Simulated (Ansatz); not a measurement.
Values for one crystal, relaxed and computed with PBE (plane waves, PAW; program Ansatz); other levels are named.

- Volume per atom = 21.17 Å³
- Band gap = 0.39 eV (indirect)
- Valence-band maximum = at Γ
- Hole effective mass with spin–orbit coupling = 0.15, 0.16, 0.25 mₑ (principal values)
- Pressure derivative B′ = 4.4
- Hole effective mass, band 2 of 2 at the edge = 0.079 along x, 0.26 along z (mₑ)
- Bulk modulus (Birch–Murnaghan fit) = 81.4 GPa

Task: Which compound is it?
A. SnTe, rock salt
B. Si3Ge, P-4m2 (Si on 2g, Si on 1a, Ge on 1c)
C. MgIn2O4, I-4 (In on 2b, In on 2d, Mg on 2a, O on 8g)
D. SiN2, Pa-3 (Si on 4a, N on 8c)

Result: B, Si3Ge, P-4m2 (Si on 2g, Si on 1a, Ge on 1c)

The start of the workflow was typed in or built on a structure type; neither database checked (COD, Materials Project) lists it. Its standing as an ambient phase is unchecked. The cell was relaxed with PBE under the symmetry of its start; whether a distortion lowers the energy is not shown. Spin–orbit coupling is left out wherever it is not named.

Potentials: the earlier of the program's two PAW sets.
